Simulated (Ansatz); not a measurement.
Input, command and steps of an Ansatz relaxation.

```yaml
crystal:
  lattice:
    - [1.8723087292, 1.0809779488, 3.3292408944]
    - [-1.8723087292, 1.0809779488, 3.3292408944]
    - [0.0, -2.1619558977, 3.3292408944]
  atoms:
    - { symbol: As, position: [0.7698083082, 0.7698083082, 0.7698083082] }
    - { symbol: As, position: [0.2301916918, 0.2301916918, 0.2301916918] }
basis:
  ecutwfc: 420
kpoints:
  mp_grid: { grid: [12, 12, 12] }
hamiltonian:
  xc: pbesol
scf:
  occupations: { method: gaussian, width: 0.1 }
output:
  forces: true
  stress: true
  eigenvalues: true
relax:
  adjacent_minimum: "off"
  f_tol: 0.01
  max_steps: 30
  cell: { stress_tol: 0.1, fix: [volume] }
```

```bash
ansatz run input.yaml --threads 1 --pin off --max-ram 2560MiB --backend cpu --events-out ev --progress --plain --runs-dir out
```

Level of theory: DFT PBEsol, scalar-relativistic, plane waves, PAW in Ansatz.

The volume is held at 0.97 times that of the relaxed cell.

Of 4 frames 3 are shown, positions in Å and forces in eV/Å; the SCF threshold varies from step to step. Steps run on the plane waves of an earlier cell, with a Pulay correction in the pressure. The basis is chosen afresh for the last frame, the zero of the energies, and at times for earlier ones too; energy and pressure step there, also at an unchanged geometry.

```xyz
2
Lattice="1.8723 1.0810 3.3292 -1.8723 1.0810 3.3292 0.0000 -2.1620 3.3292" Properties=species:S:1:pos:R:3:forces:R:3 pbc="T T T" step=1 free_energy_over_end_meV_per_atom=1.68 pressure_GPa=2.64
As    0.0000    0.0000    7.6886    0.0000    0.0000   -0.1814
As    0.0000    0.0000    2.2991    0.0000    0.0000    0.1814
2
Lattice="1.8781 1.0843 3.3088 -1.8781 1.0843 3.3088 0.0000 -2.1686 3.3088" Properties=species:S:1:pos:R:3:forces:R:3 pbc="T T T" step=2 free_energy_over_end_meV_per_atom=0.09 pressure_GPa=1.86
As    0.0000    0.0000    7.6276    0.0000    0.0000    0.0113
As    0.0000    0.0000    2.2988    0.0000    0.0000   -0.0113
2
Lattice="1.8825 1.0868 3.2934 -1.8825 1.0868 3.2934 0.0000 -2.1737 3.2934" Properties=species:S:1:pos:R:3:forces:R:3 pbc="T T T" step=4 free_energy_over_end_meV_per_atom=0.00 pressure_GPa=1.76
As    0.0000    0.0000    7.5921    0.0000    0.0000   -0.0075
As    0.0000    0.0000    2.2882    0.0000    0.0000    0.0075
```

The run took 78 s on 1 thread of Intel(R) Xeon(R) Processor @ 2.50GHz (Skylake/Cascade Lake), with other jobs on the host, peak memory 0.44 GiB.